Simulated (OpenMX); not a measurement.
# NbSi: changing the dispersion correction

```
Nb Si
1.0
     0.00000    2.57383    2.57383
     2.57383    0.00000    2.57383
     2.57383    2.57383    0.00000
Nb Si
1 1
Direct
  0.00000 0.00000 0.00000
  0.50000 0.50000 0.50000
```

The cell comes from a database or a generator and needn't be the stable form of this composition.

Kept alike: task single point; functional PBE; k mesh 7 × 7 × 7; occupations fermi-dirac, width 0.05 eV; no spin polarisation. Program: OpenMX, OpenMX 2013 PBE set, Nb7.0-s3p2d2, Si7.0-s2p2d1, grid cutoff 400 Ry. The mesh is that of the run's cell of 2 atoms. No spin-orbit coupling.

| dispersion correction | pressure (GPa) |
| --- | --- |
| D3(zero) | -1.83 |
| D3(BJ) | -3.99 |
| D4 | -2.12 |
| none | 1.26 |

Pressure is positive in compression. For a metal such a mesh leaves the last digits unconverged.

Q: What does the dispersion correction change here?

A: The pressure runs from -3.99 (D3(BJ)) to 1.26 GPa (none). Dispersion terms mostly attract, so at fixed cell they lower the pressure.
